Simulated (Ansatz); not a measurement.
# Data sheet: YZnCuP2 (DFT)

YZnCuP2:
```yaml
crystal:
  lattice:
    - [3.95518, 0.00000, 0.00000]
    - [-1.97759, 3.42529, 0.00000]
    - [0.00000, 0.00000, 6.53554]
  atoms:
    - { symbol: Y, position: [0.33333, 0.66667, 0.98441] }
    - { symbol: Zn, position: [0.00000, 0.00000, 0.37656] }
    - { symbol: Cu, position: [0.66667, 0.33333, 0.63972] }
    - { symbol: P, position: [0.66667, 0.33333, 0.25659] }
    - { symbol: P, position: [0.00000, 0.00000, 0.74272] }
```

Space group P3m1 (No. 156); conventional cell a = 3.9552 Å, b = 3.9552 Å, c = 6.5355 Å, α = 90.00°, β = 90.00°, γ = 120.00°.

Method: plane-wave PAW r²SCAN (Ansatz code). Geometry: relaxed at this level of theory. Other levels are named where they apply.

**Cell and energy**

| Item | Value |
|---|---|
| Volume per atom | 17.71 Å³ |
| Density | 5.25 g/cm³ |
| Formation energy from the elements (no fitted shifts) | -0.92 eV/atom |

**Electronic structure**

| Quantity | Result |
|---|---|
| Band gap | 0.18 eV (indirect) |
| Valence-band maximum | at Γ |
| Conduction-band minimum | at L (3 equivalent valleys) |
| Smallest direct gap on the standard path | 0.94 eV |
| Electron effective mass | 0.20, 0.28, 2.3 mₑ (principal values) |
| Electron effective mass with spin–orbit coupling | 0.20, 0.28, 2.3 mₑ (principal values) |
| Hole effective mass, band 1 of 2 at the edge | 0.26 along x, 0.43 along z (mₑ) |
| Hole effective mass, band 2 of 2 at the edge | 0.12 along x, 0.43 along z (mₑ) |
| HSE06 gap on the r²SCAN cell | 0.50 eV |
| Gap with spin–orbit coupling | 0.18 eV |

**Mechanics**

| Property | Value |
|---|---|
| Bulk modulus (Birch–Murnaghan fit) | 98.6 GPa |
| Pressure derivative B′ | 4.4 |

**Charges**

| Quantity | Result |
|---|---|
| Bader charges | Y +1.83, Zn +0.66, Cu +0.24, P -1.38 to -1.34 e |

The workflow started from a Materials Project entry (that database holds measured and hypothetical structures alike); the Crystallography Open Database copy checked does not list it. Whether it is the stable phase at ambient conditions was not checked. The cell was relaxed with r²SCAN under the symmetry of its start; its stability against distortions is not shown here. The run is not spin-polarised. The references are the lowest solids computed at this level, not always the standard phases. Spin–orbit coupling is left out wherever it is not named.

Potentials: the later of the program's two PAW sets.
